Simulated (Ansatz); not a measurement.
Relaxed Ir (fcc, Cu type):

```
CELL_PARAMETERS angstrom
      3.83048     0.00000     0.00000
      0.00000     3.83048     0.00000
      0.00000     0.00000     3.83048
ATOMIC_POSITIONS crystal
  Ir 0.00000 0.00000 0.00000
  Ir 0.50000 0.50000 0.00000
  Ir 0.50000 0.00000 0.50000
  Ir 0.00000 0.50000 0.50000
```

Scan: atom 3 (Ir, nearest neighbour Ir at 2.709 Å; its periodic images, 3.8 Å or more away, move with it) is displaced along Cartesian x, direction (1.000, 0.000, 0.000) in Cartesian axes, by s. The other atoms stay.

Method: PBEsol (plane waves to 420 eV, PAW, scalar-relativistic; Ansatz, a first-principles code). k mesh 10×10×10 (Γ-centred), Fermi-Dirac smearing 0.05 eV. Energies are smeared free energies. With partly filled bands, energies and forces of such displacements shift with the k mesh and the smearing. F∥ is the force on the atom along that direction. Ir is run without spin polarisation. Ir was relaxed with its symmetry unable to fall. Spin-orbit coupling is left out, though Ir is heavy. The zero of ΔE is the undisplaced structure.

Task: Give the computed ΔE (meV/cell) and F∥ (eV/Å) at s (Å) = -0.540, 0.108, 0.216, 0.324, 0.540.

Result: 
| s (Å) | ΔE (meV/cell) | F∥ (eV/Å) |
|---|---|---|
| -0.540 | 2488 | 10.435 |
| 0.108 | 86 | -1.598 |
| 0.216 | 348 | -3.285 |
| 0.324 | 810 | -5.331 |
| 0.540 | 2488 | -10.435 |

(For displaced atoms, the force is minus the slope of the energy, and its curvature is a force constant, which sets phonon frequencies.)
